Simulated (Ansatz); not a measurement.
**YZn (Pm-3m): from strained cells to moduli**

```xyz
2
Lattice="3.5217 0.0000 0.0000 0.0000 3.5217 0.0000 0.0000 0.0000 3.5217" Properties=species:S:1:pos:R:3 pbc="T T T"
Y     0.0000    0.0000    0.0000
Zn    1.7608    1.7608    1.7608
```

The conventional cell has a = 3.522 Å, b = 3.522 Å, c = 3.522 Å, α = 90.00°, β = 90.00°, γ = 90.00°. Around Y (atom 1) lie 8 Zn at 3.05 Å. Zn (atom 2) is surrounded by 8 Y at 3.05 Å.

Computed, not measured; unless marked otherwise by PBEsol, all-electron LAPW in Ansatz 0.2.0, scalar-relativistic. k mesh 12×12×12, Fermi-Dirac smearing of 0.100 eV, basis error target 0.5 meV/atom. The cell was relaxed by PAW under this functional.

The cell is cubic and carries a residual pressure of -0.05 GPa at this level. Each strain component that symmetry leaves independent is applied at ±0.003, the ions relax wherever a strain frees them, and the stress (tension positive, GPa) is read. Shears are engineering strains, γ = 2ε.

```csv
strain,size,σxx,σyy,σzz,σyz,σxz,σxy
xx,-0.003,-0.2392,-0.1012,-0.1012,0.0000,0.0000,0.0000
xx,+0.003,0.3423,0.2053,0.2053,0.0000,0.0000,0.0000
yz,-0.003,0.0526,0.0529,0.0529,-0.1406,0.0000,0.0000
yz,+0.003,0.0526,0.0529,0.0529,0.1406,0.0000,0.0000
```

A central difference gives one constant, for example C11 ≈ (0.3423 − (-0.2392))/(0.006) = 96.9 GPa; the program then imposes the crystal's symmetry on the whole matrix.

**Question.** What are the independent elastic constants?

**Answer.** C11 = 96.9, C12 = 51.1, C44 = 46.9 GPa.

**Question.** Do they meet the Born conditions?

**Answer.** C11 − C12 = 45.8, C11 + 2C12 = 199.1 and C44 = 46.9 GPa must all be positive, so the crystal is elastically stable; that says nothing yet of its phonons.

**Question.** What moduli does a random aggregate of grains have?

**Answer.** B = (C11 + 2C12)/3 = 66.4 GPa. G_V = (C11 − C12 + 3C44)/5 = 37.3 and G_R = 5(C11 − C12)C44/(4C44 + 3(C11 − C12)) = 33.1, so G_H = 35.2 GPa. Then E = 9BG/(3B + G) = 89.7 GPa, ν = (3B − 2G)/(6B + 2G) = 0.275 and B/G = 1.89, on the ductile side of Pugh's 1.75 (a rule of thumb).

**Question.** With the density of 5.866 g/cm³, how fast does sound travel, and what Debye temperature follows?

**Answer.** 

```csv
direction,slow (m/s),middle (m/s),fast (m/s)
[100],2827,2827,4065
[110],1976,2827,4539
[111],2295,2295,4687
```

The mean of v⁻³ over directions and branches gives v_m = 2701 m/s and θ_D = (ħ/k_B) v_m (6π²n)^(1/3) = 288 K, n being atoms per volume. Young's modulus spans 62 to 114 GPa over directions, and the universal anisotropy index is 0.64.

**Question.** How far do the constants move if PAW replaces LAPW in the same cell?

**Answer.** 

```csv
constant,LAPW (GPa),PAW (GPa),difference
C11,96.9,96.8,-0.1
C12,51.1,51.1,0.0
C44,46.9,46.9,0.0
```

**Question.** How do the constants change if the ions are clamped to the homogeneous strain?

**Answer.** None moves by more than 0.3 GPa: by symmetry a homogeneous strain puts no force on these sites.

**Question.** What happens at 5 GPa (cell relaxed there)?

**Answer.** The volume falls to 0.9356 of its value, and C11 = 116.4, C12 = 69.9, C44 = 55.0 GPa (slopes of the stress), in this structure whether or not another phase takes over.

Caveats: responses of metals move with mesh and smearing; the frozen-core PAW files of the compared runs were fitted under PBE, their cores solved anew for this functional.
